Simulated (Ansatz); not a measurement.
Relaxed-ion elastic tensor of CaAlO2F in space group P4/mmm (No. 123; Ca on 1d, Al on 1a, O on 2f, F on 1b) in GPa (Voigt order), PBEsol in the plane-wave PAW code Ansatz; density 3.84 g/cm³, 10.21 Å³ per atom.

|  | 1 | 2 | 3 | 4 | 5 | 6 |
|---|---|---|---|---|---|---|
| 1 | 298 | 133 | 76.9 | 0.0 | 0.0 | 0.0 |
| 2 | 133 | 298 | 76.9 | 0.0 | 0.0 | 0.0 |
| 3 | 76.9 | 76.9 | 297 | 0.0 | 0.0 | 0.0 |
| 4 | 0.0 | 0.0 | 0.0 | 99.7 | 0.0 | 0.0 |
| 5 | 0.0 | 0.0 | 0.0 | 0.0 | 99.7 | 0.0 |
| 6 | 0.0 | 0.0 | 0.0 | 0.0 | 0.0 | 158 |

Q: Is the crystal mechanically stable?

A: Yes: the smallest eigenvalue of C is 99.7 GPa.

Q: Work out the Voigt, Reuss and Hill averages.

A: K_V = 163, K_R = 162, K_H = 162; G_V = 112, G_R = 107, G_H = 109 GPa.

Q: Give Young's modulus, Poisson's ratio, Pugh's ratio and the universal anisotropy index.

A: E = 9KG/(3K + G) = 268 GPa; ν = 0.23; K/G = 1.49 (brittle by the Pugh limit of 1.75); A_U = 5G_V/G_R + K_V/K_R − 6 = 0.26.

Q: Estimate the sound speeds and the Debye temperature.

A: v_l = √((K + 4G/3)/ρ) = 8960 m/s, v_t = √(G/ρ) = 5330 m/s, mean 5910 m/s; Θ = (h/k)(3n/4πV)^(1/3) v_m = 810 K.

Q: Solve the Christoffel equation for the three sound speeds along x, y, z.

A: Eigenvalues of C_ijkl n_j n_l equal ρv². In km/s, slowest first: x 5.10, 6.42, 8.81; y 5.10, 6.42, 8.81; z 5.10, 5.10, 8.80.

Q: How much does each axis shrink under pressure?

A: Linear compressibilities β_i = Σ_j S_ij (j = 1 to 3): x 1.9, y 1.9, z 2.4 per TPa.

The start of the workflow was typed in or built on a structure type; neither database checked (COD, Materials Project) lists it. Its standing as an ambient phase is unchecked. Symmetry was held in the PBEsol relaxation. At this level the phase is dynamically unstable (imaginary phonons).

Potentials: the earlier of the program's two PAW sets. The files were generated under PBE; for other functionals the program regenerates the frozen cores, and for LDA and PBEsol the local potential too.
